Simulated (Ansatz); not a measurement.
# BaTiO$_{3}$ from r2SCAN to r2SCAN + U

```xyz
10
Lattice="3.9870 3.9870 0.0000 3.9870 -3.9870 0.0000 0.0000 0.0000 3.9870" Properties=species:S:1:pos:R:3 pbc="T T T"
Ba    0.0000    0.0000    0.0000
Ba    3.9870    0.0000    0.0000
Ti    1.9935   -1.9935    1.9935
Ti    1.9935    1.9935    1.9935
O     1.9935   -1.9935    0.0000
O     1.9935    1.9935    0.0000
O     3.9870   -1.9935    1.9935
O     3.9870    1.9935    1.9935
O     1.9935    0.0000    1.9935
O     5.9805    0.0000    1.9935
```

First run. Computed with plane-wave PAW DFT (Ansatz 0.2.0): r2SCAN, 500 eV cutoff, 5×5×7 Γ-centred mesh, fermi-dirac occupations of width 0.100 eV. Spin: none.

Second run. Method: r2SCAN with U_eff = 3.79 eV on Ti d (all-electron-ortho-atomic projectors) in Ansatz 0.2.0, PAW datasets, plane waves to 500 eV, 4×4×6 Γ-centred mesh, gaussian occupations of width 0.037 eV. Spin: collinear. Both are single points on the same atoms.

Task: How do the results differ?

Result: The two runs give:

| quantity | r2SCAN | r2SCAN + U |
| --- | --- | --- |
| gap over mesh and path (eV) | 2.19 | 2.67 |
| pressure (GPa) | 1.0 | 2.3 |
| Bader charge of Ba (e) | +1.57 | +1.57 |
| Bader charge of Ti (e) | +2.32 | +2.44 |
| Bader charge of O (e) | -1.30 | -1.34 |

The gap opens by 0.48 eV. The second level makes the bonding more ionic: Ti goes from +2.32 to +2.44 e. At this fixed cell the pressure rises by 1.3 GPa, so the second level wants a larger volume than the first.

Origin of the cell: a database entry at a slightly scaled volume.

Caveats: second run, the input typed no starting moments; the cell is not relaxed; each run has its own k mesh, so differences hold the mesh's error too; each U was drawn from a range, not fitted or computed; pressure is positive in compression.
